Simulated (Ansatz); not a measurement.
In the program Ansatz at the PBE level (PAW), InGaSbAs in the orthorhombic phase (Pmm2; In on 1a, As on 1b, Ga on 1d, Sb on 1c) relaxes to a = 4.358 Å, b = 4.391 Å, c = 6.232 Å. In has 4 nearest neighbours from 2.69 Å (tetrahedral); As has 4 nearest neighbours from 2.57 Å (tetrahedral); Ga has 4 nearest neighbours from 2.57 Å (tetrahedral); Sb has 4 nearest neighbours from 2.68 Å (tetrahedral). Its formation energy from the elements is -0.18 eV/atom, with no fitted shifts.

Electronic character: no gap, with almost no states at the Fermi level (zero-gap or semimetallic).

The start of the workflow was typed in or built on a structure type; neither database checked (COD, Materials Project) lists it. Whether it is the stable phase at ambient conditions was not checked. The cell was relaxed with PBE under the symmetry of its start; whether a distortion lowers the energy is not shown. The references are the lowest solids computed at this level, not always the standard phases. Spin–orbit coupling is left out wherever it is not named.

Potentials: the earlier of the program's two PAW sets.
